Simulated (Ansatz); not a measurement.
Density of states of a Be₂Cu₁₁Ni₃ cell (a packing that fell into a crystal (Cm at 0.1 Å)), per eV and atom, broadened by Gaussian smearing of width 0.1 eV and averaged over bins of 0.3 eV, from 8 eV under the Fermi level at most up to where the solved bands end.

Level of theory: DFT PBE, scalar-relativistic, plane waves, PAW (Ansatz).

Cutoff 420 eV; k points 5×7×7 on the computed 16-atom cell (Γ-centred); Gaussian smearing, width 0.10 eV; no spin polarisation.

```
Cu Ni Be
1.0
     7.01936    0.00935    0.02348
    -0.03080    5.06194   -0.11219
     0.00742   -0.11556    5.06214
Cu Ni Be
11 3 2
Direct
  0.86022 0.06025 0.75703
  0.09879 0.78704 0.99386
  0.34790 0.04730 0.24975
  0.60420 0.29957 0.99746
  0.34741 0.04650 0.75120
  0.86023 0.54000 0.23679
  0.60911 0.79461 0.99512
  0.60910 0.30189 0.50244
  0.60971 0.79737 0.49966
  0.34742 0.54585 0.25056
  0.09878 0.30319 0.51000
  0.34805 0.54397 0.75308
  0.86309 0.04902 0.24800
  0.09550 0.79379 0.50327
  0.85689 0.56293 0.73412
  0.11042 0.29209 0.00494
```

```csv
E − E_F (eV),total,Cu 3d,Ni 3d,Cu 4s,Ni 4s
-7.90,0.114,0.002,0.000,0.081,0.016
-7.60,0.106,0.003,0.001,0.073,0.014
-7.30,0.149,0.007,0.001,0.103,0.019
-7.00,0.123,0.008,0.001,0.083,0.015
-6.70,0.181,0.017,0.003,0.118,0.021
-6.40,0.205,0.024,0.004,0.127,0.023
-6.10,0.181,0.030,0.005,0.102,0.022
-5.80,0.247,0.054,0.009,0.128,0.026
-5.50,0.327,0.102,0.013,0.138,0.037
-5.20,0.462,0.211,0.024,0.147,0.036
-4.90,0.791,0.503,0.047,0.155,0.044
-4.60,1.084,0.792,0.077,0.129,0.047
-4.30,1.511,1.236,0.113,0.096,0.030
-4.00,2.067,1.800,0.158,0.058,0.012
-3.70,2.266,2.025,0.149,0.035,0.006
-3.40,2.517,2.267,0.124,0.049,0.010
-3.10,2.328,2.063,0.145,0.049,0.010
-2.80,2.680,2.337,0.229,0.047,0.013
-2.50,2.839,2.521,0.205,0.050,0.015
-2.20,2.641,2.293,0.218,0.048,0.023
-1.90,2.122,1.676,0.296,0.059,0.033
-1.60,1.509,0.879,0.493,0.050,0.024
-1.30,1.452,0.548,0.783,0.044,0.015
-1.00,1.829,0.488,1.220,0.052,0.010
-0.70,1.087,0.260,0.700,0.063,0.012
-0.40,0.800,0.177,0.455,0.089,0.012
-0.10,0.444,0.093,0.176,0.082,0.014
0.20,0.395,0.072,0.128,0.078,0.018
0.50,0.324,0.051,0.085,0.069,0.019
0.80,0.319,0.046,0.056,0.077,0.020
1.10,0.335,0.042,0.050,0.078,0.022
1.40,0.270,0.030,0.032,0.058,0.019
```

The columns after the total are the largest Löwdin projections on the valence shells of the potentials, so they needn't add up, and the weight of a shell that a potential lacks goes to other orbitals. The cell has no gap on the mesh.

Spin polarisation was left out, and a magnetic state may lie lower.

Cost: 2 runs of about 21 core-minutes in all (earlier runs that led there not counted), on Arm Neoverse V2 (shared hosts).